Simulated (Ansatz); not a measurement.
The cell of CaH3 is invented: perovskite family, tilts a0a0c+ (P4/mbm, No. 127) (A site vacant; B site Ca; X site H). Lengths were set from tabulated atomic sizes, so they are only a guess.

```
CELL_PARAMETERS angstrom
6.23419 0.00000 0.00000
0.00000 6.23419 0.00000
0.00000 0.00000 4.40824
ATOMIC_POSITIONS crystal
Ca 0.50000 0.50000 0.00000
Ca 0.00000 0.00000 0.00000
H 0.79257 0.29257 0.00000
H 0.70743 0.79257 0.00000
H 0.50000 0.50000 0.50000
H 0.20743 0.70743 0.00000
H 0.29257 0.20743 0.00000
H 0.00000 0.00000 0.50000
```

These are results of DFT PBE, scalar-relativistic, plane waves, PAW (Ansatz), not measurements. Cutoff 420 eV, Gaussian smearing, Γ-centred meshes. Cell and atoms relax on a converged mesh. In metals the finer mesh still leaves noise of several meV/atom or more. The steps can't lower the symmetry of their start. No spin polarisation.

A guess keeps its type if space group and coordination stay and the shape of the cell changes little (axis ratios within about 15 %, angles within 6°); the volume may change.

Question: Will the relaxed cell still be of the starting type?

Answer: It doesn't keep its type. The symmetry stays P4/mbm (No. 127). The volume per atom shrinks by 21.0 %, from 21.4 to 16.9 Å³. The shortest distance goes from 2.20 Å (Ca–H) to 0.89 Å (H–H). The ratio c/a of the conventional cell changes by a factor of 1.07. Counting neighbours within 15 % of an atom's shortest distance, the start has Ca 6, H 2 and the end Ca 2, H 1/2. In detail, at the end around Ca lie 2 H at 2.13 Å and 4 H at 2.52 Å; H on a site of symmetry m2m has 1 H at 0.89 Å and 2 Ca at 2.52 Å; H on a site of symmetry 4/m has 2 Ca at 2.13 Å.

```cif
data_structure
_symmetry_space_group_name_H-M 'P 1'
_symmetry_Int_Tables_number 1
_cell_length_a 5.6350
_cell_length_b 5.6350
_cell_length_c 4.2613
_cell_angle_alpha 90.000
_cell_angle_beta 90.000
_cell_angle_gamma 90.000
_cell_volume 135.31
loop_
_atom_site_label
_atom_site_type_symbol
_atom_site_fract_x
_atom_site_fract_y
_atom_site_fract_z
_atom_site_occupancy
Ca1 Ca 0.50000 0.50000 0.00000 1
Ca2 Ca 0.00000 0.00000 0.00000 1
H1 H 0.94416 0.44416 0.00000 1
H2 H 0.55584 0.94416 0.00000 1
H3 H 0.50000 0.50000 0.50000 1
H4 H 0.05584 0.55584 0.00000 1
H5 H 0.44416 0.05584 0.00000 1
H6 H 0.00000 0.00000 0.50000 1
```

Energies over the elements count from the elements' standard structures at the same level (H₂ as a molecule), with no fitted energy shifts.

Question: At what energy does it end?

Answer: +0.17 eV/atom. A positive value: parting into the elements would lower its energy.

The last run used an 8×8×10 mesh (in the run's order of axes) for its 8-atom cell and Gaussian smearing of 0.10 eV. With hydrogen, zero-point motion can shift formation energies by some tens of meV/atom. A structure relaxed within its symmetry needn't be a true minimum.

In counts of neighbours, a slash parts the counts of unlike sites.
